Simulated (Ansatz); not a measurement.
A geometry of TiO2 away from equilibrium: the start of the relaxation of a relaxed TiO2 cell deformed by the Cartesian strain tensor (xx, yy, zz, yz, xz, xy) = (0.030, -0.147, -0.014, -0.002, -0.041, -0.031). Method: PBE (plane waves to 420 eV, PAW, scalar-relativistic; Ansatz, a quantum-chemistry and plane-wave program). Γ-centred k-mesh 5×6×8 on the run's cell (coarser than for final values), Fermi–Dirac smearing 0.05 eV.

```xyz
6
Lattice="4.7828 -0.1439 -0.1881 -0.1439 3.9609 -0.0070 -0.1200 -0.0044 2.9222" Properties=species:S:1:pos:R:3:forces:R:3 pbc="T T T" free_energy=-7275.478 pressure_GPa=42.8
Ti     0.0000     0.0000     0.0000    0.0000    0.0000    0.0000
Ti     2.2594     1.9063     1.3636    0.0000    0.0000    0.0000
O      1.4154     1.1646    -0.0595    0.1723   -0.1012   -1.0512
O      3.7627     0.6538     1.3083   -0.2583    0.8411   -0.5559
O      0.7562     3.1588     1.4188    0.2583   -0.8411    0.5559
O      3.2235     2.6523    -0.1355   -0.1723    0.1012    1.0512
```

Positions in Å, forces in eV/Å, free energy of the cell in eV (comparable only within this code, potentials and settings). Largest force: 1.07 eV/Å, on O3, O6 (atoms numbered as listed); the geometry lies 0.31 eV/atom above the end of its relaxation.

No spin polarisation in the result.

The run could not lose the symmetry of its start.
